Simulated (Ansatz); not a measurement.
MoPd in space group Cmcm (No. 63; Mo on 4c, Pd on 4c), PBE (plane waves, PAW; program Ansatz), all energies at zero smearing, with the estimated change up to a 700 eV cutoff added, with one set of potentials and settings (totals compare only within such a set). Cell of 4 atoms (2 Mo, 2 Pd): -23857.760 eV.

```
element             reference phase  E (eV/atom)
-------  --------------------------  -----------
Mo       Im-3m, 1 atoms in the cell   -4956.0557
Pd       Fm-3m, 1 atoms in the cell   -6972.9107
```

Formation energy per atom, worked out: (-23857.760 − 2×(-4956.0557) − 2×(-6972.9107))/4 = 0.043 eV/atom (4 kJ per mol of atoms), at 0 K, without zero-point energy or fitted corrections.

The start of the workflow was typed in or built on a structure type; neither database checked (COD, Materials Project) lists it. Its standing as an ambient phase is unchecked. Symmetry was held in the PBE relaxation; its stability against distortions is not shown here. The run is not spin-polarised. The references are the lowest solids computed at this level, not always the standard phases.

Potentials: the earlier of the program's two PAW sets.
